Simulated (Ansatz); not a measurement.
The cell is an ordered 6-atom cell of Sr2MgO3 on the rocksalt lattice (I4/mmm); cell and atoms were relaxed with r2SCAN. It is tetragonal, I4/mmm (No. 139); conventional cell a = 3.527 Å, c = 14.462 Å, 15.00 Å³ an atom. Mg is surrounded by 6 O at 2.12–2.49 Å; O is surrounded by 1 Mg at 2.12 Å and 4 Sr at 2.50 Å; Sr is surrounded by 5 O at 2.31–2.50 Å; O is surrounded by 2 Sr at 2.31 Å and 4 Mg at 2.49 Å.

```
CELL_PARAMETERS angstrom
-1.76370 1.76370 7.23105
1.76370 -1.76370 7.23105
1.76370 1.76370 -7.23105
ATOMIC_POSITIONS crystal
Mg 0.00000 0.00000 0.00000
O 0.85314 0.85314 0.00000
Sr 0.34044 0.34044 0.00000
O 0.14686 0.14686 0.00000
Sr 0.65956 0.65956 0.00000
O 0.50000 0.50000 0.00000
```

The questions ask for values computed with the PAW code Ansatz on this geometry. Non-magnetic throughout. Whether this structure exists isn't addressed.

Given (10×10×10 mesh): The r2SCAN gap is direct at Γ: 3.84 eV.

Q: How does the gap change from r2SCAN to PBE (10×10×10)?

A: PBE gives a direct gap of 3.16 eV at Γ. The gap differs by -0.68 eV from r2SCAN's.

Q: What does PBE+SOC give for the gap (10×10×10 mesh)?

A: The PBE+SOC gap is direct at Γ: 3.14 eV. Spin-orbit coupling itself accounts for -0.018 eV. The gap differs by -0.70 eV from r2SCAN's.

Q: What does PBE0 give for the gap (6×6×6 mesh)?

A: PBE0 gives a direct gap of 5.37 eV at Γ. The gap differs by +1.52 eV from r2SCAN's.

Q: How strongly does the crystal screen a field with clamped ions (r2SCAN)?

A: The electronic dielectric tensor ε∞ is 3.51 along x and y, 3.55 along z. Born charges, averaged over directions: Mg +2.12, O -2.34 to -2.31, Sr +2.43 e. The program notes that the ground state's band table doesn't vouch for all the bands that the response reads.

Only the levels marked +SOC include spin-orbit coupling.
